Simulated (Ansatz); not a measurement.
**Stability checks on a candidate for CuNi₅**

The cell was found from a structure generator's guess, not taken from experiment.

Computed with DFT PBE, scalar-relativistic, plane waves, PAW in Ansatz 0.2.0. The final run on the 6-atom cell used 420 eV, a Γ-centred 14×14×4 mesh, 0.10 eV smearing and collinear spin.

```
CELL_PARAMETERS angstrom
2.49874 0.00000 0.00000
0.00000 2.49874 0.00000
0.00000 0.00000 10.61770
ATOMIC_POSITIONS crystal
Cu 0.50000 0.50000 0.50000
Ni 0.00000 0.00000 0.67205
Ni 0.50000 0.50000 0.83497
Ni 0.00000 0.00000 0.00000
Ni 0.50000 0.50000 0.16503
Ni 0.00000 0.00000 0.32795
```

The zero of energy is the elements' standard structures at the same level; no fitted shifts are applied.

Problem. These tests were run: energy against the elements; phonons at Γ; elastic tensor. What do they show?

Solution.

```json
{"test": "energy against the elements", "result": "+0.02 eV/atom"}
{"test": "phonons at Γ", "result": "lowest optical mode 103 cm⁻¹"}
{"test": "elastic tensor", "result": "least eigenvalue 53 GPa"}
```

It fails none of these tests outright. Other phases of the system weren't compared here, so this isn't yet thermodynamic stability. Phonons away from Γ weren't computed. Undecided within the accuracy: energy against the elements.

For metals, differences of a few meV/atom aren't resolved. Another magnetic order may lie lower. The run for the phonons used a 14×14×4 k mesh and Gaussian smearing of 0.20 eV. The run for the elastic tensor used a 14×14×4 k mesh and Gaussian smearing of 0.20 eV. The cell carries site moments Ni 0.5 (×2), 0.7 (×3) μB.
